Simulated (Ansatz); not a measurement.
## Ansatz 0.2.0, single run: YSi2Rh2

Run with:

```bash
ansatz run input.yaml --threads 1 --pin off --max-ram 2560MiB --backend cpu --events-out ev --progress --plain --runs-dir out
```

Input:

```yaml
crystal:
  lattice:
    - [0.0, 3.992396, 0.0]
    - [3.992396, 0.0, 0.0]
    - [1.996198, 1.996198, -4.912344]
  atoms:
    - { symbol: Rh, position: [0.75, 0.25, 0.5] }
    - { symbol: Rh, position: [0.25, 0.75, 0.5] }
    - { symbol: "Y", position: [0.0, 0.0, 0.0] }
    - { symbol: Si, position: [0.375, 0.375, 0.25] }
    - { symbol: Si, position: [0.625, 0.625, 0.75] }
  symmetry: { tolerance: 0.0003 }
kpoints:
  mp_grid: { grid: [5, 5, 5], shift: [0, 0, 0] }
magnetization:
  spin_polarized: false
scf:
  occupations: { method: fermi_dirac }
hamiltonian:
  pseudopotentials: { kind: paw }
  xc: pbesol
  hubbard: { sites: [{ species: "Y", l: d, u_eff: 1.0 }], double_counting: fll }
basis:
  ecutwfc: "500 eV"
output:
  forces: true
  stress: true
  eigenvalues: true
  write_density: true
  write_potential: true
  elf: true
  volumetric_format: npy
```

Origin of the cell: a database entry, scaled a little.

The smearing width isn't typed, so it takes its default of 0.1 eV.

Output (shortened):

```
Rh: projections on atomic orbitals take those of the free atom [Ar 3d10] 4s2 4p6 4d8 5s1, of charge +0.00 (hamiltonian.pseudopotentials.projection_atoms); the dataset's partial waves leave at […]
Y: projections on atomic orbitals take those of the free atom [Ar 3d10] 4s2 4p6 4d1 5s2, of charge +0.00 (hamiltonian.pseudopotentials.projection_atoms); the dataset's partial waves leave at […]
Si: projections on atomic orbitals take those of the free atom [Ne] 3s2 3p2, of charge +0.00 (hamiltonian.pseudopotentials.projection_atoms); the dataset's partial waves leave at most 6.1e-8 […]
Pseudopotentials: kind: paw
Pseudopotential: Rh, paw, valence charge 17, recommended cutoff 420 eV (normal), Rh.paw.azcp
Pseudopotential: Y, paw, valence charge 11, recommended cutoff 420 eV (normal), Y.paw.azcp
Pseudopotential: Si, paw, valence charge 4, recommended cutoff 420 eV (normal), Si.paw.azcp
Functional definition: PBEsol
  exchange = pbesol_x
  correlation = pbesol_c
Crystal: 5 atoms, lattice volume = 78.299 Å³
Basis set: ecut = 500 eV, 2025 PW (Γ), exchange–correlation on 60×60×90 points (8 copies of the dense FFT grid, shifted against one another)
Bands: 32, of which v1, the nominal top of the filled ones, is band 27 counted from 1 (26 counted from 0)
Symmetry: 16 space group operations
[… 11 lines left out …]
Initial density: superposition of atomic densities (chi_scale 0.1, normalization cell, long waves kept (reshape's long-wave potential 0.00 eV rms))
Functional: x = pbesol(κ = 0.804, μ = 0.123457), c = pbesol(β = 0.046)
SCF iter   1: F=—  HF=-17727.738235 eV  Δρ=1.92e-1  dr2=5.01e1
SCF iter   2: F=—  HF=-17720.622126 eV  Δρ=4.59e-2  dr2=1.18e0
SCF iter   3: F=—  HF=-17720.605539 eV  Δρ=2.07e-2  dr2=1.99e-1
SCF iter   4: F=—  HF=-17720.616797 eV  Δρ=4.72e-3  dr2=9.07e-3
SCF iter   5: F=—  HF=-17720.614693 eV  Δρ=1.47e-3  dr2=3.30e-3
SCF iter   6: F=—  HF=-17720.614081 eV  Δρ=4.56e-4  dr2=2.83e-4
SCF iter   7: F=—  HF=-17720.614032 eV  Δρ=9.89e-5  dr2=7.79e-6
SCF iter   8: F=—  HF=-17720.614026 eV  Δρ=2.61e-5  dr2=4.83e-7
SCF iter   9: F=-17720.614026 eV  HF=-17720.614026 eV  Δρ=3.52e-6  dr2=1.35e-8
SCF 1 converged in 9 iterations: F = -17720.614026 eV  dr2 = 1.35e-8
SCF converged after 9 iterations
Free energy (F): -17720.614026 eV
Harris-Foulkes:  -17720.614026 eV  (|F-HF|=7.75e-9)
Internal energy: -17720.545617 eV  (E = F + TS)
E sigma→0 (E₀):  -17720.579822 eV
Entropy (-TS):   -0.068409 eV (-13.682 meV/atom)
Fermi energy:    15.838973 eV
--- Per-component energies (eV) ---
  E_band       = -378.299364
  E_kinetic    = 1549.512032
  E_local      = -5413.380904  (includes V_loc(G=0)·N_el)
  E_nonlocal   = 814.023049
  E_hartree    = 2067.076162
  E_xc         = -730.828534
  E_vxc        = -858.991551  (∫ρ·V_xc dr)
  E_hubbard    = 0.836661  (on-site DFT+U / exact-exchange correction)
  E_vhub       = 0.599584  (the Hubbard potential's part of the band-sum identity)
  E_paw        = -10819.759797  (= ΣΔE_a)
  E_vpaw       = -604.223142  (= ΣTr[D̂ρ^β])
  E_aug_tail   = 0.001311  (compensation charges beyond the density's cutoff)
  E_ewald      = -5188.789890
  E_core_change = 0.764294  (= ΣΔE_core)
  E_smearing   = -0.068409  (= −TS)
  Σ components = -17720.614026   (vs F -17720.614026, Δ=0.00e0)
--- Forces (eV/Å), atoms counted from 1 ---
  atom   1  Rh     0.000000     0.000000     0.000000
  atom   2  Rh     0.000000     0.000000    -0.000000
  atom   3  Y     -0.000000     0.000000     0.000000
  atom   4  Si     0.000000     0.000000     0.776495
  atom   5  Si     0.000000     0.000000    -0.776495
  max |Σ_I F_I| component: 1.11e-16 eV/Å
--- Stress (GPa, compression-positive) ---
        5.836501       0.000000       0.000000
        0.000000       5.836501       0.000000
        0.000000       0.000000       5.579840
  P = ⅓ Tr σ = 5.7509 GPa (57.509 kbar)
Occupation matrices written to <dir>
```

Caveats: no moments, though an odd count or open d shells may carry them; the k mesh is coarse if the cell is a metal.

Time: 7.3 s on 1 thread of Arm Neoverse V1, with other jobs on the host, peak memory 0.4 GiB, from the program's own first density.
